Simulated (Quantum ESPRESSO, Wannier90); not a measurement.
**Tight-binding from DFT: CdTe (zinc blende)**

```yaml
crystal:
  lattice:
    - [0.00000, 3.28212, 3.28212]
    - [3.28212, 0.00000, 3.28212]
    - [3.28212, 3.28212, 0.00000]
  atoms:
    - { symbol: Cd, position: [0.00000, 0.00000, 0.00000] }
    - { symbol: Te, position: [0.75000, 0.75000, 0.75000] }
```

Structure: Materials Project mp-406, symmetrised, not relaxed again. COD (Crystallography Open Database) has the formula in 2 space groups, this one among them (matched by group alone). Computed values, not measurements, from PBEsol: Quantum ESPRESSO (norm-conserving PseudoDojo potentials, cutoff 82 Ry, no spin polarisation, no spin-orbit coupling) on a Γ-centred 8×8×8 mesh, then Wannier90. Density: 8×8×8 mesh, Gaussian smearing 0.01 Ry. Spin-orbit coupling is left out although heavy elements are present.

Valence charges of the files: Cd 20, Te 16. 31 bands were computed.

Isolated groups of bands, relative to the valence-band maximum (bands from 19 on overlap up to the last one computed):

| bands | from (eV) | to (eV) | filling | weight on atomic waves |
|---|---|---|---|---|
| 1 | -101.95 | -101.95 | filled | Cd 4s 100 % |
| 2–4 | -63.04 | -63.04 | filled | Cd 4p 100 % |
| 5–9 | -35.94 | -35.93 | filled | Te 4d 100 % |
| 10 | -11.00 | -10.52 | filled | Te 5s 81 %, Cd 4d 11 %, Cd 5s 8 % |
| 11–15 | -8.12 | -7.38 | filled | Cd 4d 96 % |
| 16–18 | -4.25 | 0.00 | filled | Te 5p 80 %, Cd 5s 12 % |

Wanted is a model with the orbitals Cd s p, Te s p, without the filled groups that are mainly made of other shells (semicore states, and anion s where it isn't named); all higher bands stay in for disentanglement.

Question: Give num_wann, exclude_bands and num_bands, and the number of electrons that the model holds.

Answer: Electrons: 1×20 + 1×16 = 36, which fill 18 bands.
num_wann = 1×4 + 1×4 = 8.
exclude_bands = 1-9,11-15, 14 bands, so num_bands = 31 − 14 = 17.
The model holds 36 − 2×14 = 8 electrons. With the window frozen to 2.04 eV it follows pw.x to 1.9 meV rms (states up to 1.5 eV relative to the valence-band maximum).
